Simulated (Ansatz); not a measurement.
This run works on a proposed trial structure, not on a known crystal.

Input and command of a plane-wave DFT calculation in Ansatz:

```yaml
crystal:
  lattice:
    - [5.5075504733, 0.0, 0.0]
    - [0.0, 5.5075504733, 0.0]
    - [0.0, 0.0, 6.8934921947]
  atoms:
    - { symbol: Sc, position: [0.5, 0.5, 0.0] }
    - { symbol: Sc, position: [0.0, 0.0, 0.0] }
    - { symbol: S, position: [0.8689748823, 0.3689748823, 0.227357319] }
    - { symbol: S, position: [0.1310251177, 0.6310251177, 0.227357319] }
    - { symbol: S, position: [0.8689748823, 0.6310251177, 0.772642681] }
    - { symbol: S, position: [0.1310251177, 0.3689748823, 0.772642681] }
    - { symbol: S, position: [0.6310251177, 0.1310251177, 0.772642681] }
    - { symbol: S, position: [0.3689748823, 0.8689748823, 0.772642681] }
    - { symbol: S, position: [0.3689748823, 0.1310251177, 0.227357319] }
    - { symbol: S, position: [0.6310251177, 0.8689748823, 0.227357319] }
basis:
  ecutwfc: 420
kpoints:
  mp_grid: { grid: [6, 6, 6] }
hamiltonian:
  xc: pbe
scf:
  occupations: { method: gaussian, width: 0.1 }
output:
  forces: true
  stress: true
  eigenvalues: true
relax:
  adjacent_minimum: "off"
  f_tol: 0.01
  max_steps: 30
  cell: { stress_tol: 0.1, fix: [volume] }
```

```bash
ansatz run input.yaml --threads 1 --pin off --max-ram 2560MiB --backend cpu --events-out ev --progress --plain --runs-dir out
```

Processor: AMD EPYC 7R43 64-Core Processor (Zen 3), 1 thread, on a host shared with other jobs.

How long does it run, and how much memory does it take?

About 83 s, peak memory 0.66 GiB. It solves 45 bands at 40 k points (after reduction by symmetry) with about 4131 plane waves, in 22 SCF iterations over 4 ionic steps.
